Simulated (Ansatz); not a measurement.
## MgS: computed property card

MgS:
```
MgS
1.0
    6.87628     0.00000     0.00000
    0.00000     6.87628     0.00000
    0.00000     0.00000     4.08073
Mg S
4 4
Direct
  0.32684   0.67316   0.00000
  0.67316   0.32684   0.00000
  0.82684   0.82684   0.50000
  0.17316   0.17316   0.50000
  0.31207   0.31207   0.00000
  0.68793   0.68793   0.00000
  0.18793   0.81207   0.50000
  0.81207   0.18793   0.50000
```

Space group P4_2/mnm (No. 136); conventional cell a = b = 6.8763 Å, c = 4.0807 Å, α = β = γ = 90.00°.

Method: plane-wave PAW PBE (Ansatz code). The cell and atoms are relaxed at this level. Other levels are named where they apply.

**Cell and energy**

- Volume per atom = 24.12 Å³
- Density = 1.94 g/cm³
- Formation energy from the elements (no fitted shifts) = -1.41 eV/atom

**Electronic structure**

- Band gap = 3.35 eV (smallest direct gap 3.35 eV)
- Valence-band maximum = on the M–Γ line, 94 % of the way from M
- Conduction-band minimum = at Γ
- Electron effective mass = 0.27 mₑ (isotropic)
- Hole effective mass = 1.1, 2.5, 5.5 mₑ (principal values)

**Mechanics**

Bulk modulus (Birch–Murnaghan fit): 48.1 GPa
Pressure derivative B′: 2.5

The start of the workflow was typed in or built on a structure type; neither database checked (COD, Materials Project) lists it. COD files the formula under space group No. 225. Whether it is the stable phase at ambient conditions was not checked. The cell was relaxed with PBE under the symmetry of its start; whether a distortion lowers the energy is not shown. The references are the lowest solids computed at this level, not always the standard phases.

Potentials: the earlier of the program's two PAW sets.
